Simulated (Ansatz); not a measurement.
A geometry of ZnCu2SnS4 away from equilibrium: step 2 of the relaxation of a relaxed ZnCu2SnS4 cell stretched uniformly to 115 % of its volume. These are PBEsol (plane waves to 420 eV, PAW, scalar-relativistic; Ansatz, an electronic-structure program) values and carry that method's errors. Γ-centred k-mesh 6×6×6 on the run's cell (coarser than for final values), Fermi–Dirac smearing 0.05 eV. The plane waves were selected for a different cell earlier on the path.

```yaml
crystal:
  lattice:
    - [-2.71808, 2.71808, 5.44493]
    - [2.71808, -2.71808, 5.44493]
    - [2.71808, 2.71808, -5.44493]
  atoms:
    - { symbol: Cu, position: [0.00000, 0.00000, 0.00000] }
    - { symbol: Cu, position: [0.75000, 0.25000, 0.50000] }
    - { symbol: Zn, position: [0.25000, 0.75000, 0.50000] }
    - { symbol: Sn, position: [0.50000, 0.50000, 0.00000] }
    - { symbol: S, position: [0.63475, 0.62738, 0.51755] }
    - { symbol: S, position: [0.10983, 0.11720, 0.48245] }
    - { symbol: S, position: [0.37262, 0.89017, 0.00737] }
    - { symbol: S, position: [0.88280, 0.36525, 0.99263] }
```

Give the Cartesian forces on all atoms (eV/Å).


| atom | Fx | Fy | Fz |
|---|---|---|---|
| Cu1 | 0.00 | 0.00 | 0.00 |
| Cu2 | 0.00 | 0.00 | 0.00 |
| Zn3 | 0.00 | 0.00 | 0.00 |
| Sn4 | 0.00 | 0.00 | 0.00 |
| S5 | 0.22 | 0.29 | -0.25 |
| S6 | -0.22 | -0.29 | -0.25 |
| S7 | 0.29 | -0.22 | 0.25 |
| S8 | -0.29 | 0.22 | 0.25 |

The path ends in I-4 (No. 82). No spin polarisation in the result.

The run could not lose the symmetry of its start.
